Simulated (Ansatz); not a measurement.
Relaxed-ion elastic tensor of SnO2 (rutile, P4_2/mnm) in GPa (Voigt order), the program Ansatz at the LDA level (PAW); density 7.03 g/cm³, 11.86 Å³ per atom.

```
 248   180   155   0.0   0.0   0.0
 180   248   155   0.0   0.0   0.0
 155   155   431   0.0   0.0   0.0
 0.0   0.0   0.0  94.5   0.0   0.0
 0.0   0.0   0.0   0.0  94.5   0.0
 0.0   0.0   0.0   0.0   0.0   204
```

Is the crystal mechanically stable?

Yes: the smallest eigenvalue of C is 68.1 GPa.

Work out the Voigt, Reuss and Hill averages.

K_V = 212, K_R = 204, K_H = 208; G_V = 108, G_R = 77.2, G_H = 92.5 GPa.

Give Young's modulus, Poisson's ratio, Pugh's ratio and the universal anisotropy index.

E = 9KG/(3K + G) = 242 GPa; ν = 0.31; K/G = 2.25 (ductile by the Pugh limit of 1.75); A_U = 5G_V/G_R + K_V/K_R − 6 = 2.02.

Estimate the sound speeds and the Debye temperature.

v_l = √((K + 4G/3)/ρ) = 6860 m/s, v_t = √(G/ρ) = 3630 m/s, mean 4050 m/s; Θ = (h/k)(3n/4πV)^(1/3) v_m = 529 K.

The cell was relaxed with LDA under the symmetry of its start; of distortions, only those at the zone centre were tested. Spin–orbit coupling is left out wherever it is not named.

Potentials: the later of the program's two PAW sets.
